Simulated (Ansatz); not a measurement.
Mo$_{3}$Se$_{4}$:
```yaml
crystal:
  lattice:
    - [4.86954, 2.81143, 3.78821]
    - [-4.86954, 2.81143, 3.78821]
    - [0.00000, -5.62287, 3.78821]
  atoms:
    - { symbol: Mo, position: [0.58556, 0.76423, 0.45150] }
    - { symbol: Mo, position: [0.41444, 0.23577, 0.54850] }
    - { symbol: Mo, position: [0.45150, 0.58556, 0.76423] }
    - { symbol: Mo, position: [0.54850, 0.41444, 0.23577] }
    - { symbol: Mo, position: [0.76423, 0.45150, 0.58556] }
    - { symbol: Mo, position: [0.23577, 0.54850, 0.41444] }
    - { symbol: Se, position: [0.77905, 0.77905, 0.77905] }
    - { symbol: Se, position: [0.22095, 0.22095, 0.22095] }
    - { symbol: Se, position: [0.87489, 0.61346, 0.26207] }
    - { symbol: Se, position: [0.12511, 0.38654, 0.73793] }
    - { symbol: Se, position: [0.26207, 0.87489, 0.61346] }
    - { symbol: Se, position: [0.73793, 0.12511, 0.38654] }
    - { symbol: Se, position: [0.61346, 0.26207, 0.87489] }
    - { symbol: Se, position: [0.38654, 0.73793, 0.12511] }
```

Relaxed with r²SCAN.

Problem. Map the electron localisation function on the plane through (0.262, 0.875, 0.613) spanned by u = [1, 0, -1] and v = [1, -1, 1] in lattice vectors, from r²SCAN (plane waves, PAW; program Ansatz).

Solution. x is the fraction of u, y of v (the angle between them is 90°; rows are the nearest grid lines); atoms in the plane: Mo at (0.83, 0.46), Se at (0.37, 0.49), Se at (0.00, 0.00).
```
y \ x   0.000  0.100  0.175  0.275  0.375  0.450  0.550  0.625  0.725  0.825  0.900   1.00
------  -----  -----  -----  -----  -----  -----  -----  -----  -----  -----  -----  -----
1.00    0.093  0.731  0.164  0.199  0.101  0.028  0.027  0.462  0.496  0.125  0.833  0.093
0.925   0.803  0.514  0.065  0.156  0.090  0.013  0.099  0.696  0.734  0.033  0.730  0.803
0.850   0.083  0.156  0.363  0.050  0.016  0.037  0.111  0.061  0.148  0.013  0.018  0.083
0.775   0.034  0.787  0.838  0.698  0.029  0.587  0.801  0.508  0.038  0.560  0.547  0.034
0.700   0.091  0.816  0.872  0.756  0.024  0.526  0.782  0.406  0.402  0.817  0.832  0.091
0.625   0.116  0.271  0.540  0.053  0.209  0.129  0.249  0.544  0.317  0.683  0.720  0.116
0.550   0.061  0.009  0.022  0.803  0.761  0.693  0.463  0.642  0.349  0.165  0.172  0.061
0.450   0.132  0.080  0.049  0.773  0.527  0.715  0.272  0.320  0.296  0.305  0.730  0.132
0.375   0.178  0.117  0.110  0.163  0.552  0.279  0.751  0.735  0.364  0.244  0.188  0.178
0.300   0.125  0.286  0.339  0.271  0.132  0.268  0.295  0.413  0.511  0.691  0.526  0.125
0.225   0.719  0.157  0.400  0.300  0.477  0.732  0.742  0.177  0.692  0.745  0.321  0.719
0.150   0.243  0.319  0.287  0.574  0.564  0.811  0.822  0.293  0.163  0.284  0.138  0.243
0.0750  0.782  0.425  0.617  0.692  0.182  0.581  0.513  0.033  0.008  0.057  0.693  0.782
0.000   0.093  0.731  0.164  0.199  0.101  0.028  0.027  0.462  0.496  0.125  0.833  0.093
```

The density is the valence pseudo-density with augmentation charge, so density and ELF within about 1 Å of a nucleus are not all-electron values.

Space group R-3. The workflow started from a Materials Project entry (that database holds measured and hypothetical structures alike); the Crystallography Open Database files this formula in space group No. 148, but the cells were not matched. Whether it is the stable phase at ambient conditions was not checked. The r²SCAN relaxation kept the symmetry of its start; whether a distortion lowers the energy is not shown. The run is not spin-polarised.

Potentials: the later of the program's two PAW sets.
